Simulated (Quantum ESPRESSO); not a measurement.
Empty bands for a GW run on GaAlP$_{2}$ (space group P-4m2, No. 115): 149 bands on a 4×4×4 mesh, PBEsol, PseudoDojo standard norm-conserving files, scalar-relativistic, Quantum ESPRESSO. The input, in which only the diagonalization keyword changes:

```
&CONTROL
  calculation = 'nscf'
  pseudo_dir = './pseudo'
  outdir = './out'
/
&SYSTEM
  ibrav = 0
  nat = 4
  ntyp = 3
  ecutwfc = 80.0
  ecutrho = 320.0
  occupations = 'fixed'
  force_symmorphic = .true.
  nbnd = 149
/
&ELECTRONS
  conv_thr = 4e-09
  diago_full_acc = .true.
  diago_thr_init = 1e-08
  diagonalization = 'david'
/
ATOMIC_SPECIES
Al 26.9815 Al.upf
P 30.9738 P.upf
Ga 69.7230 Ga.upf
CELL_PARAMETERS angstrom
  3.860732271000   0.000000000000   0.000000000000
  0.000000000000   3.860732271000   0.000000000000
  0.000000000000   0.000000000000   5.446689669000
ATOMIC_POSITIONS crystal
Al   0.500000000000   0.500000000000   0.500000000000
P   0.000000000000   0.500000000000   0.249870571300
P   0.500000000000   0.000000000000   0.750129428700
Ga   0.000000000000   0.000000000000   0.000000000000
K_POINTS automatic
4 4 4 0 0 0
```

```tsv
diagonalization	mean iterations per k point	rough time	largest change of an eigenvalue (eV)
david	30	1	–
cg	46	about 4×	5e-07
paro	19	within a factor of two	1e-07
```

An iteration means different work in each solver, so the counts don't rank them. Times are rough ratios from shared machines.

Spin-orbit coupling is not included.

Geometry relaxed with PBEsol.
